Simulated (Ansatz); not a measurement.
Pt (fcc, Cu type)

```
Pt
1.0
    0.00000     1.98504     1.98504
    1.98504     0.00000     1.98504
    1.98504     1.98504     0.00000
Pt
1
Cartesian
  0.00000   0.00000   0.00000
```

The relaxed cell is deformed in two ways at once: its volume V is scaled, and at that volume it is stretched along z (the c axis of the conventional cell) so that c/a changes. Fractional atomic positions are held.

All values below come from PBE (plane waves to 420 eV, PAW, scalar-relativistic; Ansatz, an electronic-structure program). k mesh 20×20×20 (Γ-centred), Fermi-Dirac smearing 0.05 eV. Compression counts positive. With partly filled bands, the response to shear is sensitive to the k mesh, so small differences along c/a are uncertain. Pt is run without spin polarisation. Pt was relaxed with its symmetry unable to fall. Spin-orbit coupling is left out, though Pt is heavy. The PAW data are Ansatz's earlier set.

At one point of the scan the stress tensor (GPa) is:

```
   15.0      0.0      0.0
    0.0     15.0      0.0
    0.0      0.0     17.6
```

Q: Which point is it?
A. V/V₀ = 0.973, (c/a)/(c/a)₀ = 1.040
B. V/V₀ = 0.973, (c/a)/(c/a)₀ = 0.987
C. V/V₀ = 0.920, (c/a)/(c/a)₀ = 1.013
D. V/V₀ = 0.947, (c/a)/(c/a)₀ = 0.973

A: D, V/V₀ = 0.947, (c/a)/(c/a)₀ = 0.973

(Under strain, the slope of the energy per volume gives the stress and its curvature an elastic modulus.)
